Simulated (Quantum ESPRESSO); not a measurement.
SiAsF3O3, finding a planted mistake in a log

A calculation, not a measurement. The program is pw.x of Quantum ESPRESSO 7.5 (plane-wave density functional theory). The cell is made up: 8 atoms on a quartz lattice with one site empty, with randomly drawn elements, strain and displacements, not relaxed. PseudoDojo standard norm-conserving files (v0.5 for PBE, v0.4.1 for LDA and PBEsol) set the functional; there is no spin polarisation, spin-orbit coupling or dispersion term, and the masses in the input are unused placeholders.

Intended input:

```
&control calculation='scf', pseudo_dir='./dojo.nc.sr.pbe.v0_5.standard.upf', outdir='./o', disk_io='medium', tprnfor=.true., tstress=.true. /
&system ibrav=0, nat=8, ntyp=4, nbnd=35, ecutwfc=84.00895049, nosym=.true., tot_charge=0,
 occupations='smearing', smearing='fd', degauss=0.0018374661
/
&electrons conv_thr=7.350e-09, electron_maxstep=60, /
ATOMIC_SPECIES
As 1.0 As.upf
F 1.0 F.upf
O 1.0 O.upf
Si 1.0 Si.upf
CELL_PARAMETERS angstrom
5.077 0.0 0.0
-2.5385 4.3968 0.0
0.0 0.0 5.6033
ATOMIC_POSITIONS angstrom
Si 2.3489 -0.0136 3.6396
As -1.1561 2.0216 1.9745
F 1.3713 1.192 4.2326
O 3.3092 0.7579 2.6146
F 2.9851 2.5546 0.7811
F 0.2584 1.9201 1.1367
O -1.0811 3.2522 3.043
O 0.8477 3.6983 4.8616
K_POINTS automatic
5 5 4 1 1 1
```

The log is shortened where brackets say so; the opening notice, blank lines, dates and the lines on written files are dropped, and the path of the files is cut. It prints rydbergs, bohrs and kilobars, and counts compression as positive stress. Where no state is partly filled, the Fermi energy that it prints is only some level between the filled and the empty states on the mesh, and need not lie in the true gap.

Log of the intended run:

```
     Program PWSCF v.7.5
     Parallel version (MPI & OpenMP), running on       1 processor cores
     Number of MPI processes:                 1
     Threads/MPI process:                     1
     [start-up lines left out]
     bravais-lattice index     =            0
     lattice parameter (alat)  =       9.5941  a.u.
     unit-cell volume          =     844.0814 (a.u.)^3
     number of atoms/cell      =            8
     number of atomic types    =            4
     number of electrons       =        58.00
     number of Kohn-Sham states=           35
     kinetic-energy cutoff     =      84.0090  Ry
     charge density cutoff     =     336.0358  Ry
     scf convergence threshold =      7.3E-09
     mixing beta               =       0.7000
     number of iterations used =            8  plain     mixing
     Exchange-correlation= PBE
                           (   1   4   3   4   0   0   0)
     [axes and pseudopotential details left out]
   Cartesian axes
     site n.     atom                  positions (alat units)
         1        Si     tau(   1) = (   0.4626551  -0.0026787   0.7168800  )
         2        As     tau(   2) = (  -0.2277132   0.3981879   0.3889108  )
         3        F      tau(   3) = (   0.2701005   0.2347843   0.8336813  )
         4        O      tau(   4) = (   0.6518022   0.1492811   0.5149892  )
         5        F      tau(   5) = (   0.5879653   0.5031712   0.1538507  )
         6        F      tau(   6) = (   0.0508962   0.3781958   0.2238921  )
         7        O      tau(   7) = (  -0.2129407   0.6405751   0.5993697  )
         8        O      tau(   8) = (   0.1669687   0.7284420   0.9575734  )
     number of k points=    50  Fermi-Dirac smearing, width (Ry)=  0.0018
                       cart. coord. in units 2pi/alat
        k(    1) = (   0.1000000   0.1732055   0.1132592), wk =   0.0400000
        k(    2) = (   0.1000000   0.1732055   0.3397775), wk =   0.0400000
     [further k points left out]
     Dense  grid:    87775 G-vectors     FFT dimensions: (  60,  60,  64)
     Estimated max dynamical RAM per process >     114.92 MB
     Initial potential from superposition of free atoms
     starting charge      57.9991, renormalised to      58.0000
     Starting wfcs are   37 randomized atomic wfcs
     total cpu time spent up to now is       15.1 secs
     per-process dynamical memory:    85.0 Mb
     Self-consistent Calculation
     iteration #  1     ecut=    84.01 Ry     beta= 0.70
     Davidson diagonalization with overlap
     ethr =  1.00E-02,  avg # of iterations =  3.0
     total cpu time spent up to now is       59.5 secs
     total energy              =    -466.71194564 Ry
     estimated scf accuracy    <       2.16064775 Ry
     iteration #  2     ecut=    84.01 Ry     beta= 0.70
     Davidson diagonalization with overlap
     ethr =  3.73E-03,  avg # of iterations =  4.0
     total cpu time spent up to now is      105.9 secs
     total energy              =    -465.69976273 Ry
     estimated scf accuracy    <       9.17364174 Ry
     [iterations 3 to 12 left out]
     iteration # 13     ecut=    84.01 Ry     beta= 0.70
     Davidson diagonalization with overlap
     ethr =  1.98E-09,  avg # of iterations =  2.0
     total cpu time spent up to now is      437.8 secs
     total energy              =    -467.68901446 Ry
     estimated scf accuracy    <       0.00000004 Ry
     iteration # 14     ecut=    84.01 Ry     beta= 0.70
     Davidson diagonalization with overlap
     ethr =  7.62E-11,  avg # of iterations =  3.9
     total cpu time spent up to now is      475.4 secs
     End of self-consistent calculation
     [lines on levels left out]
     the Fermi energy is     4.0055 ev
!    total energy              =    -467.68901447 Ry
     estimated scf accuracy    <          3.0E-09 Ry
     smearing contrib. (-TS)   =      -0.00000001 Ry
     internal energy E=F+TS    =    -467.68901445 Ry
     The total energy is F=E-TS. E is the sum of the following terms:
     one-electron contribution =    -358.74786898 Ry
     hartree contribution      =     203.57464276 Ry
     xc contribution           =    -109.32054239 Ry
     ewald contribution        =    -203.19524585 Ry
     convergence has been achieved in  14 iterations
     Forces acting on atoms (cartesian axes, Ry/au):
     atom    1 type  4   force =     0.14431004    0.00442578    0.39226349
     atom    2 type  1   force =     0.09561967    0.12608418   -0.08065035
     atom    3 type  2   force =     0.02260884   -0.05952503   -0.05908419
     atom    4 type  3   force =    -0.03188316   -0.15909392    0.00203232
     atom    5 type  2   force =    -0.08404755    0.04144168   -0.09170376
     atom    6 type  2   force =     0.05719153   -0.02980152   -0.00175086
     atom    7 type  3   force =    -0.08497628   -0.02198830   -0.02574641
     atom    8 type  3   force =    -0.11882309    0.09845712   -0.13536024
     Total force =     0.558563     Total SCF correction =     0.000151
     Computing stress (Cartesian axis) and pressure
          total   stress  (Ry/bohr**3)                   (kbar)     P=      100.74
   0.00053817   0.00070896  -0.00023700           79.17      104.29      -34.86
   0.00070896   0.00109011  -0.00009880          104.29      160.36      -14.53
  -0.00023700  -0.00009880   0.00042611          -34.86      -14.53       62.68
     init_run     :     14.63s CPU     14.95s WALL (       1 calls)
     electrons    :    439.70s CPU    460.36s WALL (       1 calls)
     forces       :      7.42s CPU      7.55s WALL (       1 calls)
     stress       :     25.74s CPU     25.86s WALL (       1 calls)
     [timing details left out]
     PWSCF        :   8m 7.82s CPU   8m29.39s WALL
     JOB DONE.
```

A second run was made from an input with one planted mistake. Its log:

```
     Program PWSCF v.7.5
     Parallel version (MPI & OpenMP), running on       1 processor cores
     Number of MPI processes:                 1
     Threads/MPI process:                     1
     [start-up lines left out]
     bravais-lattice index     =            0
     lattice parameter (alat)  =       9.5941  a.u.
     unit-cell volume          =     844.0814 (a.u.)^3
     number of atoms/cell      =            8
     number of atomic types    =            4
     number of electrons       =        58.00
     number of Kohn-Sham states=           53
     kinetic-energy cutoff     =      84.0090  Ry
     charge density cutoff     =     336.0358  Ry
     scf convergence threshold =      7.3E-09
     mixing beta               =       0.7000
     number of iterations used =            8  plain     mixing
     Exchange-correlation= PBE
                           (   1   4   3   4   0   0   0)
     [axes and pseudopotential details left out]
   Cartesian axes
     site n.     atom                  positions (alat units)
         1        Si     tau(   1) = (   0.4626551  -0.0026787   0.7168800  )
         2        As     tau(   2) = (  -0.2277132   0.3981879   0.3889108  )
         3        F      tau(   3) = (   0.2701005   0.2347843   0.8336813  )
         4        O      tau(   4) = (   0.6518022   0.1492811   0.5149892  )
         5        F      tau(   5) = (   0.5879653   0.5031712   0.1538507  )
         6        F      tau(   6) = (   0.0508962   0.3781958   0.2238921  )
         7        O      tau(   7) = (  -0.2129407   0.6405751   0.5993697  )
         8        O      tau(   8) = (   0.1669687   0.7284420   0.9575734  )
     number of k points=    50  Fermi-Dirac smearing, width (Ry)=  0.0463
                       cart. coord. in units 2pi/alat
        k(    1) = (   0.1000000   0.1732055   0.1132592), wk =   0.0400000
        k(    2) = (   0.1000000   0.1732055   0.3397775), wk =   0.0400000
     [further k points left out]
     Dense  grid:    87775 G-vectors     FFT dimensions: (  60,  60,  64)
     Estimated max dynamical RAM per process >     130.32 MB
     Initial potential from superposition of free atoms
     starting charge      57.9991, renormalised to      58.0000
     Starting wfcs are   37 randomized atomic wfcs +   16 random wfcs
     total cpu time spent up to now is       18.0 secs
     per-process dynamical memory:    70.6 Mb
     Self-consistent Calculation
     iteration #  1     ecut=    84.01 Ry     beta= 0.70
     Davidson diagonalization with overlap
     ethr =  1.00E-02,  avg # of iterations =  6.4
     total cpu time spent up to now is       93.7 secs
     total energy              =    -466.79134844 Ry
     estimated scf accuracy    <       2.07675352 Ry
     iteration #  2     ecut=    84.01 Ry     beta= 0.70
     Davidson diagonalization with overlap
     ethr =  3.58E-03,  avg # of iterations =  2.0
     total cpu time spent up to now is      143.4 secs
     total energy              =    -465.82167504 Ry
     estimated scf accuracy    <       9.00385663 Ry
     [iterations 3 to 11 left out]
     iteration # 12     ecut=    84.01 Ry     beta= 0.70
     Davidson diagonalization with overlap
     ethr =  1.83E-10,  avg # of iterations =  1.3
     total cpu time spent up to now is      552.7 secs
     total energy              =    -467.73752939 Ry
     estimated scf accuracy    <       0.00000001 Ry
     iteration # 13     ecut=    84.01 Ry     beta= 0.70
     Davidson diagonalization with overlap
     ethr =  2.47E-11,  avg # of iterations =  1.7
     total cpu time spent up to now is      588.6 secs
     End of self-consistent calculation
     [lines on levels left out]
     the Fermi energy is     4.2395 ev
!    total energy              =    -467.73752939 Ry
     estimated scf accuracy    <          6.3E-10 Ry
     smearing contrib. (-TS)   =      -0.09808764 Ry
     internal energy E=F+TS    =    -467.63944176 Ry
     The total energy is F=E-TS. E is the sum of the following terms:
     one-electron contribution =    -359.50317135 Ry
     hartree contribution      =     204.42509489 Ry
     xc contribution           =    -109.36611945 Ry
     ewald contribution        =    -203.19524585 Ry
     convergence has been achieved in  13 iterations
     Forces acting on atoms (cartesian axes, Ry/au):
     atom    1 type  4   force =     0.10949215    0.02104080    0.32388534
     atom    2 type  1   force =     0.11647753    0.11319352   -0.07451883
     atom    3 type  2   force =     0.02863593   -0.06055596   -0.04612549
     atom    4 type  3   force =    -0.07629472   -0.20891889    0.03849626
     atom    5 type  2   force =    -0.10021088    0.05033807   -0.10718544
     atom    6 type  2   force =     0.10187725   -0.02733246   -0.03810297
     atom    7 type  3   force =    -0.07883612    0.02574469    0.01665588
     atom    8 type  3   force =    -0.10114114    0.08649023   -0.11310474
     Total force =     0.530218     Total SCF correction =     0.000104
     Computing stress (Cartesian axis) and pressure
          total   stress  (Ry/bohr**3)                   (kbar)     P=      139.36
   0.00077266   0.00072838  -0.00030765          113.66      107.15      -45.26
   0.00072838   0.00131653  -0.00010896          107.15      193.67      -16.03
  -0.00030765  -0.00010896   0.00075287          -45.26      -16.03      110.75
     init_run     :     16.48s CPU     17.88s WALL (       1 calls)
     electrons    :    552.21s CPU    570.59s WALL (       1 calls)
     forces       :      6.11s CPU      6.21s WALL (       1 calls)
     stress       :     23.78s CPU     23.92s WALL (       1 calls)
     [timing details left out]
     PWSCF        :   9m58.92s CPU  10m19.41s WALL
     JOB DONE.
```

Question: what was wrong in the second input?

Answer: the smearing is too wide. The input lines that differ, file-writing options aside:

```
- &system ibrav=0, nat=8, ntyp=4, nbnd=35, ecutwfc=84.00895049, nosym=.true., tot_charge=0,
+ &system ibrav=0, nat=8, ntyp=4, nbnd=53, ecutwfc=84.00895049, nosym=.true., tot_charge=0,
-  occupations='smearing', smearing='fd', degauss=0.0018374661
+  occupations='smearing', smearing='fd', degauss=0.0463041459
```

```
                                            intended run  run with the mistake
                          free energy (eV)     -6363.233             -6363.893
                    smearing term -TS (eV)        0.0000               -1.3346
                            pressure (GPa)         10.07                 13.94
            largest force component (eV/Å)        10.085                 8.327
largest change of a force component (eV/Å)                               1.758
                                iterations            14                    13
```

For scale, a rerun of the intended cell at 1437 eV and a 7 x 7 x 6 mesh moved values by no more than 0.004 eV in energy, 0.02 GPa in stress and 0.002 eV/Å in force. The number of bands, nbnd, was set by rule from the electron count and the smearing, so it follows the mistake.